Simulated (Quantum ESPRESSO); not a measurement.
## Band energies of Ga₂O₃

```
Ga2O3
1.0
    2.49947     1.44307     4.48129
   -2.49947     1.44307     4.48129
    0.00000    -2.88614     4.48129
O Ga
6 4
Cartesian
  0.75679   1.57534   5.60161
 -0.75679  -1.57534   7.84226
 -1.74268  -0.13227   5.60161
  1.74268   0.13227   7.84226
  0.98588  -1.44307   5.60161
 -0.98588   1.44307   7.84226
  0.00000   0.00000  11.50506
  0.00000   0.00000   1.93882
  0.00000   0.00000   8.66076
  0.00000   0.00000   4.78312
```

norm-conserving PBE (Quantum ESPRESSO, 84 Ry, no spin-orbit coupling); path ΓLB1,BZΓX,QFP1Z,LP; energies in eV from the valence-band maximum.

```csv
k (1/Å),point,band 40,band 41,band 42,band 43,band 44,band 45,band 46,band 47
0.00,Γ,-0.33,-0.33,-0.32,-0.25,-0.25,2.82,6.67,6.82
0.19,,-0.54,-0.49,-0.38,-0.19,-0.11,3.33,6.61,7.03
0.57,,-1.00,-0.80,-0.70,-0.19,-0.08,5.48,6.46,6.94
0.76,L,-1.19,-0.97,-0.97,-0.15,-0.15,6.40,6.40,6.72
1.16,,-1.05,-0.47,-0.47,-0.28,-0.28,6.47,6.47,7.00
1.36,B1,-0.99,-0.57,-0.57,-0.34,-0.34,6.69,6.69,7.23
1.36,B,-0.99,-0.57,-0.57,-0.34,-0.34,6.69,6.69,7.23
1.58,,-1.02,-0.67,-0.67,-0.46,-0.46,6.60,6.60,7.64
2.02,Z,-1.47,-0.30,-0.30,-0.30,-0.30,5.85,5.85,7.86
2.49,,-0.46,-0.36,-0.36,-0.20,-0.20,3.52,6.72,6.78
2.72,Γ,-0.33,-0.33,-0.32,-0.25,-0.25,2.82,6.67,6.82
3.09,,-1.01,-0.59,-0.26,-0.22,0.00,4.31,6.43,7.38
3.28,,-1.29,-0.66,-0.27,-0.26,-0.03,5.37,6.30,7.19
3.65,X,-0.68,-0.61,-0.50,-0.49,-0.18,6.49,6.60,7.16
3.65,Q,-0.68,-0.61,-0.50,-0.49,-0.18,6.49,6.60,7.16
3.98,F,-1.01,-0.86,-0.70,-0.25,-0.15,6.53,6.73,7.56
3.98,P1,-0.99,-0.71,-0.61,-0.49,-0.31,6.56,7.04,7.14
4.26,,-0.89,-0.75,-0.71,-0.40,-0.40,6.25,6.28,7.80
4.55,Z,-1.47,-0.30,-0.30,-0.30,-0.30,5.85,5.85,7.86
4.55,L,-1.19,-0.97,-0.97,-0.15,-0.15,6.40,6.40,6.72
4.80,,-0.97,-0.78,-0.58,-0.38,-0.26,6.33,6.59,6.91
5.04,P,-0.99,-0.71,-0.61,-0.49,-0.31,6.56,7.04,7.14
```

The PBE gap is indirect, 2.82 eV, from 40 % of the way from Γ to X to Γ; the smallest direct gap is 3.06 eV.

Spin-orbit splittings are left out.

Geometry relaxed with PBEsol.

This is not the ordinary phase of the substance.
